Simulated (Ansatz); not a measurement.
# Bi (A7 type, space group R-3m), energy over volume and axial ratio

Bi (A7 type, space group R-3m)

```cif
data_Bi6
_chemical_formula_sum 'Bi6'
_space_group_name_H-M_alt 'R-3m :H'
_space_group_IT_number 166
_space_group_name_Hall '-R 3 2"'
_cell_length_a 4.53322
_cell_length_b 4.53322
_cell_length_c 11.65367
_cell_angle_alpha 90.000
_cell_angle_beta 90.000
_cell_angle_gamma 120.000
loop_
_atom_site_label
_atom_site_type_symbol
_atom_site_symmetry_multiplicity
_atom_site_Wyckoff_symbol
_atom_site_fract_x
_atom_site_fract_y
_atom_site_fract_z
_atom_site_occupancy
Bi1 Bi 6 c 0.00000 0.00000 0.23718 1
```
(The calculation used a cell of 2 atoms; values per cell refer to that cell.)

Grid over V/V₀ and (c/a)/(c/a)₀, subscript 0 meaning the relaxed cell; the conventional c axis lies along z; no internal relaxation.

Calculation: PBE-D3(BJ) (plane waves to 420 eV, PAW, scalar-relativistic; Ansatz, an electronic-structure program). k mesh 13×13×13 (Γ-centred), Fermi-Dirac smearing 0.05 eV. Energies are smeared free energies. Compression counts positive. As the atoms are clamped, bonds stretch with the cell, which overstates energies and stresses. With partly filled bands, the response to shear is sensitive to the k mesh, so small differences along c/a are uncertain. Bi was relaxed with its symmetry unable to fall. Spin-orbit coupling is left out, though Bi is heavy. The zero of ΔE is the relaxed starting cell.

ΔE (eV/atom), with V/V₀ across and (c/a)/(c/a)₀ down:

```tsv
(c/a)/(c/a)₀ \ V/V₀	0.920	0.960	1.000	1.040	1.080
0.920	0.048	0.021	0.015	0.025	0.050
0.960	0.041	0.011	0.004	0.013	0.036
1.000	0.040	0.009	0.000	0.008	0.030
1.040	0.046	0.014	0.003	0.010	0.031
1.080	0.056	0.023	0.012	0.018	0.039
```

P (GPa), with V/V₀ across and (c/a)/(c/a)₀ down:

| (c/a)/(c/a)₀ \ V/V₀ | 0.920 | 0.960 | 1.000 | 1.040 | 1.080 |
|---|---|---|---|---|---|
| 0.920 | 4.6 | 1.8 | -0.3 | -2.1 | -3.5 |
| 0.960 | 4.8 | 2.1 | -0.2 | -1.9 | -3.3 |
| 1.000 | 5.1 | 2.2 | 0.0 | -1.8 | -3.2 |
| 1.040 | 5.2 | 2.4 | 0.1 | -1.7 | -3.1 |
| 1.080 | 5.3 | 2.4 | 0.2 | -1.6 | -3.0 |

Summary:

Lowest place on the grid: V/V₀ = 1.000, (c/a)/(c/a)₀ = 1.000 (0 meV/atom). Highest place on the grid: V/V₀ = 0.920, (c/a)/(c/a)₀ = 1.080 (56 meV/atom).

(A scan under strain: stresses follow from slopes of the energy per volume, elastic moduli from its curvatures.)
